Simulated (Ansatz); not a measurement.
Relaxation of a randomly generated symmetric cell of Te2Mo (space group No. 64); 6 atoms in the cell, which starts as Cmce (No. 64), oS12; a = 6.663 Å, b = 8.917 Å, c = 7.450 Å, α = β = γ = 90.00°. All values below come from PBE (plane waves to 420 eV, PAW, scalar-relativistic; Ansatz, a program for electronic structure). Γ-centred k-mesh 5×5×3 on the run's cell (coarser than for final values), Fermi–Dirac smearing 0.05 eV. This is the first round of the run. 

The optimiser's lines from the output (shortened; P is positive under compression):

```
relax step   1: F+E_penalty+E_count = -37825.00053775 eV  Δ(F+E_penalty+E_count) = +0.000e0 eV  max|allowed force component| = 5.442e-1 eV/Å  Δτ_max = 0.0000 Å  P = -11.778 GPa  Ω = 221.296 Å³  (9 SCF iters, dr2 threshold 1.00e-7 eV, accepted)
relax step   2: F+E_penalty+E_count = -37826.76844289 eV  Δ(F+E_penalty+E_count) = -1.768e0 eV  max|allowed force component| = 2.395e-1 eV/Å  Δτ_max = 0.0393 Å  P = -10.400 GPa  Ω = 199.065 Å³  (7 SCF iters, dr2 threshold 6.00e-7 eV, accepted)
relax step   3: F+E_penalty+E_count = -37828.04361162 eV  Δ(F+E_penalty+E_count) = -1.275e0 eV  max|allowed force component| = 1.770e-1 eV/Å  Δτ_max = 0.0027 Å  P = -7.953 GPa  Ω = 180.694 Å³  (6 SCF iters, dr2 threshold 6.00e-7 eV, accepted)
relax step   4: F+E_penalty+E_count = -37829.03071686 eV  Δ(F+E_penalty+E_count) = -9.871e-1 eV  max|allowed force component| = 4.409e-1 eV/Å  Δτ_max = 0.0881 Å  P = -6.262 GPa  Ω = 168.155 Å³  (7 SCF iters, dr2 threshold 6.00e-7 eV, accepted)
relax step   5: F+E_penalty+E_count = -37829.90105314 eV  Δ(F+E_penalty+E_count) = -8.703e-1 eV  max|allowed force component| = 3.868e-1 eV/Å  Δτ_max = 0.1648 Å  P = -4.782 GPa  Ω = 158.655 Å³  (7 SCF iters, dr2 threshold 6.00e-7 eV, accepted)
relax step   6: F+E_penalty+E_count = -37830.34853021 eV  Δ(F+E_penalty+E_count) = -4.475e-1 eV  max|allowed force component| = 5.317e-2 eV/Å  Δτ_max = 0.1927 Å  P = -0.132 GPa  Ω = 147.804 Å³  (8 SCF iters, dr2 threshold 6.00e-7 eV, accepted)
relax step   7: F+E_penalty+E_count = -37830.36085722 eV  Δ(F+E_penalty+E_count) = -1.233e-2 eV  max|allowed force component| = 3.265e-4 eV/Å  Δτ_max = 0.0212 Å  P = +0.087 GPa  Ω = 147.555 Å³  (6 SCF iters, dr2 threshold 6.00e-7 eV, accepted)
relax step   8: F+E_penalty+E_count = -37830.36134604 eV  Δ(F+E_penalty+E_count) = -4.888e-4 eV  max|allowed force component| = 3.478e-5 eV/Å  Δτ_max = 0.0001 Å  P = +0.014 GPa  Ω = 147.689 Å³  (5 SCF iters, dr2 threshold 1.04e-7 eV, accepted)
relax step   9: F+E_penalty+E_count = -37830.36137986 eV  Δ(F+E_penalty+E_count) = -3.382e-5 eV  max|allowed force component| = 2.205e-4 eV/Å  Δτ_max = 0.0001 Å  P = -0.055 GPa  Ω = 147.814 Å³  (5 SCF iters, dr2 threshold 1.11e-8 eV, accepted)
relax step  10: F+E_penalty+E_count = -37830.36143138 eV  Δ(F+E_penalty+E_count) = -5.151e-5 eV  max|allowed force component| = 9.304e-4 eV/Å  Δτ_max = 0.0003 Å  P = +0.001 GPa  Ω = 147.733 Å³  (6 SCF iters, dr2 threshold 1.42e-8 eV, accepted)
relax step  11: F+E_penalty+E_count = -37830.35614736 eV  Δ(F+E_penalty+E_count) = +5.284e-3 eV  max|allowed force component| = 9.313e-4 eV/Å  Δτ_max = 0.0000 Å  P = -0.010 GPa  Ω = 147.733 Å³  stress off target by 1.98e-2 GPa  SCF on the basis re-selected at this cell (its energy is not comparable with the rows above)  (9 SCF iters)
```

From the first to the last row the energy changes by -0.89 eV/atom and the volume by -33.2 %. The last row is marked as not comparable with the walk above it, whose basis was carried along; it does compare with step 1, since both stand on a basis selected at the nominal cutoff for their own cell.

Later rounds, restarted from the end of this one on a renewed k-mesh, logged 10 more steps and released under 0.01 eV/atom more. The final structure after all rounds: Fm-3m (No. 225), cF12, AFLOW prototype AB2_cF12_225_a_c (C1, as in CaF2); a = b = c = 6.6545 Å, α = β = γ = 90.00°. Between re-selections the logged energies stand on a plane-wave basis carried along with the cell. No spin polarisation in the result. A magnetic state may lie lower.

The run could not lose the symmetry of its start; a randomly shaken copy of 6 atoms returns to this structure.

The relaxed structure here is a generated cell of Te2Mo: the first start was made by a random draw of sites in a space group, and the end was not matched to a known phase here, so it may be hypothetical. Known forms of Te2Mo include space group No. 194.
